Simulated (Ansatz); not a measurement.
# Two-dimensional strain map in Al

The calculation used DFT r2SCAN, scalar-relativistic, plane waves, PAW in Ansatz. Cutoff 500 eV, Γ-centred 20×20×20 k-points, Gaussian smearing of 0.15 eV. No spin polarisation. Energies are free energies at this smearing, counted from the undisturbed cell; pressure is positive in compression.

The undisturbed cell (as given, not relaxed at this level; it stands at 0.5 GPa; this bcc form isn't the usual structure):

```
Al
1.0
    -1.59122    1.59122    1.59122
     1.59122   -1.59122    1.59122
     1.59122    1.59122   -1.59122
Al
1
Direct
  0.00000 0.00000 0.00000
```

The cell is strained by p along both x and y and by q along z, fractional coordinates fixed. Points are written (p, q).

Energy above the undisturbed cell in meV/atom (a dash: not computed):

| p \ q | -0.030 | -0.015 | 0.000 | 0.015 | 0.030 |
| --- | --- | --- | --- | --- | --- |
| -0.030 | 42.2 | 28.9 | 17.1 | 7.3 | -1.0 |
| -0.015 | 18.6 | 11.2 | 4.8 | -0.2 | -3.7 |
| 0.000 | 3.5 | 1.2 | 0.0 | -0.3 | 0.5 |
| 0.015 | -3.5 | -1.6 | 1.8 | 6.0 | 10.9 |
| 0.030 | -3.2 | 2.6 | 9.8 | 17.9 | 26.7 |

Pressure in GPa:

| p \ q | -0.030 | -0.015 | 0.000 | 0.015 | 0.030 |
| --- | --- | --- | --- | --- | --- |
| -0.030 | 9.8 | 8.0 | 6.3 | 4.7 | 3.2 |
| -0.015 | 6.3 | 4.7 | 3.2 | 1.8 | 0.4 |
| 0.000 | 3.2 | 1.8 | 0.5 | -0.8 | -1.9 |
| 0.015 | 0.5 | -0.8 | -1.9 | -3.0 | -3.9 |
| 0.030 | -1.9 | -3.0 | -4.0 | -4.9 | -5.7 |